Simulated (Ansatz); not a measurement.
CdSe:
```
CELL_PARAMETERS angstrom
      3.51436     2.05066     0.00000
     -3.51436     2.05066     0.00000
     -2.41361     0.00000     6.63085
ATOMIC_POSITIONS crystal
  Cd 0.50000 0.00000 0.00000
  Cd 0.00000 0.50000 0.50000
  Se 0.29419 0.29419 0.25000
  Se 0.70581 0.70581 0.75000
```

Relaxed with PBE. Special points in fractions of this cell's reciprocal vectors: Γ (0.000, 0.000, 0.000); C (0.346, 0.346, 0.000); C2 (-0.346, 0.654, 0.000); Y2 (-0.500, 0.500, 0.000); M2 (-0.500, 0.500, 0.500); D (-0.314, 0.686, 0.500); D2 (0.314, 0.314, 0.500); A (0.000, 0.000, 0.500); L2 (0.000, 0.500, 0.500); V2 (0.000, 0.500, 0.000).

List the band energies nearest the valence-band maximum at these points for plane-wave PAW PBE (Ansatz code).

In eV from the valence-band maximum; about four levels below and three above (degenerate sets whole), none deeper than 8.9 eV; points with the same levels are listed once.

| k | below | above |
|---|---|---|
| Γ | -0.74 -0.63 -0.25 -0.11 | 0.13 2.94 5.27 5.27 |
| C | -3.35 -2.42 -1.79 -0.83 | 1.99 2.96 4.81 |
| Y2 | -2.11 -2.10 -0.87 -0.10 | 0.22 2.83 5.06 |
| M2 | -2.14 -2.14 -1.32 -1.32 | 1.95 1.95 5.42 5.42 |
| D | -2.77 -2.77 -1.34 -1.34 | 2.32 2.32 5.73 5.73 |
| A | -0.69 -0.69 -0.21 -0.21 | 2.63 2.63 6.06 6.06 |
| L2 | -2.17 -2.07 -1.01 -0.13 | 0.47 3.01 5.16 |
| V2 | -2.40 -1.76 -1.30 -1.19 | 1.85 1.93 5.13 |

Space group C2/c. A made-up cell: these elements were put on the sites of a structure type; neither database checked (COD, Materials Project) lists it. It is not the phase usual at ambient conditions (space group No. 186, 216). Symmetry was held in the PBE relaxation; its stability against distortions is not shown here. Scalar-relativistic: spin–orbit coupling is off unless named, which matters more the heavier the elements.

Potentials: the later of the program's two PAW sets.
